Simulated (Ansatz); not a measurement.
Input:

Relaxed TiAl$_{3}$ (D022 type, space group I4/mmm):

```
CELL_PARAMETERS angstrom
     -1.92294     1.92294     4.30997
      1.92294    -1.92294     4.30997
      1.92294     1.92294    -4.30997
ATOMIC_POSITIONS crystal
  Al 0.50000 0.50000 0.00000
  Al 0.75000 0.25000 0.50000
  Al 0.25000 0.75000 0.50000
  Ti 0.00000 0.00000 0.00000
```

Two-dimensional scan of atom 4 (Ti, nearest neighbour Al at 2.719 Å; its periodic images, 3.8 Å or more away, move with it): u runs along (0.707, 0.707, 0.000), v along (0.000, 0.000, 1.000) (Cartesian). Cell and other atoms are fixed.

These are PBE (plane waves to 420 eV, PAW, scalar-relativistic; Ansatz, an electronic-structure program) values and carry that method's errors. k mesh 14×14×14 (Γ-centred), Fermi-Dirac smearing 0.05 eV. Energies are smeared free energies. Points where atoms come too close for the PAW data are left out (x in tables, blank in figures). With partly filled bands, energies and forces of such displacements shift with the k mesh and the smearing. TiAl3 is run without spin polarisation. TiAl3 was relaxed with its symmetry unable to fall. ΔE is measured from the undisplaced structure. Axes are in Å.

The scan covers u from -0.680 to 0.680 Å in 7 points and v from -0.680 to 0.680 Å in 7 points.

**Question.** Is the undisplaced position a minimum, a maximum or a saddle of this map?

**Answer.** A minimum.

**Question.** In which direction of the plane is the atom held most weakly?

**Answer.** Along v.

(For displaced atoms, the force is minus the slope of the energy, and its curvature is a force constant, which sets phonon frequencies.)
